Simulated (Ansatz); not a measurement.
Relaxed-ion elastic tensor of Ag (hcp (Mg type), P6_3/mmc) in GPa (Voigt order), the program Ansatz at the LDA level (PAW); density 11.17 g/cm³, 16.03 Å³ per atom.

```
 200   127  94.3   0.0   0.0   0.0
 127   200  94.3   0.0   0.0   0.0
94.3  94.3   214   0.0   0.0   0.0
 0.0   0.0   0.0  30.3   0.0   0.0
 0.0   0.0   0.0   0.0  30.3   0.0
 0.0   0.0   0.0   0.0   0.0  36.5
```

Problem. Is the crystal mechanically stable?

Solution. Yes: the smallest eigenvalue of C is 30.3 GPa.

Problem. Work out the Voigt, Reuss and Hill averages.

Solution. K_V = 138, K_R = 138, K_H = 138; G_V = 39.3, G_R = 36.5, G_H = 37.9 GPa.

Problem. Give Young's modulus, Poisson's ratio, Pugh's ratio and the universal anisotropy index.

Solution. E = 9KG/(3K + G) = 104 GPa; ν = 0.37; K/G = 3.65 (ductile by the Pugh limit of 1.75); A_U = 5G_V/G_R + K_V/K_R − 6 = 0.38.

Problem. Estimate the sound speeds and the Debye temperature.

Solution. v_l = √((K + 4G/3)/ρ) = 4110 m/s, v_t = √(G/ρ) = 1840 m/s, mean 2080 m/s; Θ = (h/k)(3n/4πV)^(1/3) v_m = 245 K.

Problem. How much does each axis shrink under pressure?

Solution. Linear compressibilities β_i = Σ_j S_ij (j = 1 to 3): x 2.3, y 2.3, z 2.6 per TPa.

The first step of the workflow began from a Materials Project structure, measured or hypothetical; the Crystallography Open Database files this formula in space group No. 194, but the cells were not matched. It is not the phase usual at ambient conditions (space group No. 225). The LDA relaxation kept the symmetry of its start; whether a distortion lowers the energy is not shown. No spin polarisation was allowed. As this level gives no gap, shear constants depend on the k-mesh and smearing (Fermi–Dirac, 0.1 eV here). On the denser mesh and wider smearing of the elastic run this cell carries a stress of 0.6 GPa.

Potentials: the earlier of the program's two PAW sets. The files were generated under PBE; for other functionals the program regenerates the frozen cores, and for LDA and PBEsol the local potential too.
